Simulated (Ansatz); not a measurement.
## Field gradients of Bi2S3 from run to run

Cell of run 1: a COD entry.

```
Bi S
1.0
    11.35400    0.00000    0.00000
     0.00000    3.99110    0.00000
     0.00000    0.00000   11.18800
Bi S
8 12
Direct
  0.48330 0.25000 0.32560
  0.01670 0.75000 0.82560
  0.98330 0.25000 0.17440
  0.51670 0.75000 0.67440
  0.34080 0.75000 0.03410
  0.15920 0.25000 0.53410
  0.84080 0.75000 0.46590
  0.65920 0.25000 0.96590
  0.28290 0.25000 0.19200
  0.21710 0.75000 0.69200
  0.78290 0.25000 0.30800
  0.71710 0.75000 0.80800
  0.54920 0.75000 0.12870
  0.95080 0.25000 0.62870
  0.04920 0.75000 0.37130
  0.45080 0.25000 0.87130
  0.37520 0.75000 0.44250
  0.12480 0.25000 0.94250
  0.87520 0.75000 0.05750
  0.62480 0.25000 0.55750
```

Atom numbers follow the list; atoms alike are taken as one site, whose name carries the number of the first.

Relaxed positions (PBE, cell held):

```
CELL_PARAMETERS angstrom
11.35400 0.00000 0.00000
0.00000 3.99110 0.00000
0.00000 0.00000 11.18800
ATOMIC_POSITIONS crystal
Bi 0.48677 0.25000 0.32514
Bi 0.01323 0.75000 0.82514
Bi 0.98677 0.25000 0.17486
Bi 0.51323 0.75000 0.67486
Bi 0.33881 0.75000 0.03215
Bi 0.16119 0.25000 0.53215
Bi 0.83881 0.75000 0.46785
Bi 0.66119 0.25000 0.96785
S 0.28457 0.25000 0.19235
S 0.21543 0.75000 0.69235
S 0.78457 0.25000 0.30765
S 0.71543 0.75000 0.80765
S 0.54970 0.75000 0.12929
S 0.95030 0.25000 0.62929
S 0.04970 0.75000 0.37071
S 0.45030 0.25000 0.87071
S 0.37787 0.75000 0.44385
S 0.12213 0.25000 0.94385
S 0.87787 0.75000 0.05615
S 0.62213 0.25000 0.55615
```

All runs are DFT with Ansatz 0.2.0 (plane waves and PAW, scalar-relativistic unless spin–orbit coupling is named, Γ-centred meshes, Fermi–Dirac smearing where given) in this cell.

Run 1: PBE, atoms as given; 420 eV, 3×7×3 k-points, smearing 0.02 eV.
Run 2: PBE, atoms relaxed; 420 eV, 3×7×3 k-points, smearing 0.02 eV.
Run 3: r2SCAN, at the relaxed atoms; 500 eV, 3×7×3 k-points, smearing 0.02 eV.

| run | Bi1 V_zz (η) | Bi5 V_zz (η) | S13 V_zz (η) | S17 V_zz (η) |
| --- | --- | --- | --- | --- |
| 1 | 9.38 (0.88) | -24.0 (0.04) | 4.68 (0.88) | -9.19 (0.23) |
| 2 | ? | ? | ? | ? |
| 3 | 8.87 (0.96) | -22.1 (0.08) | 4.61 (0.85) | -8.95 (0.18) |

V_zz in 10²¹ V/m²; 4 of the 5 sets of like atoms are followed.

(1) Estimate the row of run 2.

Answers

(1) Bi1: 7.58 (0.99); Bi5: -19.41 (0.09); S13: 4.24 (0.95); S17: -8.86 (0.16). It lies nearest to run 3, from whose tensors on these sites it differs by 2.73 at most (largest principal value of the difference, on Bi5). Taken one at a time, the positions of the atoms (as given or relaxed) move the tensors on these sites by up to 5.26 (largest principal value of the change, on Bi5), the functional (r2SCAN with its higher cutoff) by 2.73 (Bi5).

Leaving out spin–orbit coupling shifts gradients on Bi by a few per cent, and by more where contributions nearly cancel. Run 1: The values hang on the deposited positions: relaxing the atoms moves V_zz on Bi1 from 9.38 to 7.58, on Bi5 from -24.0 to -19.41.
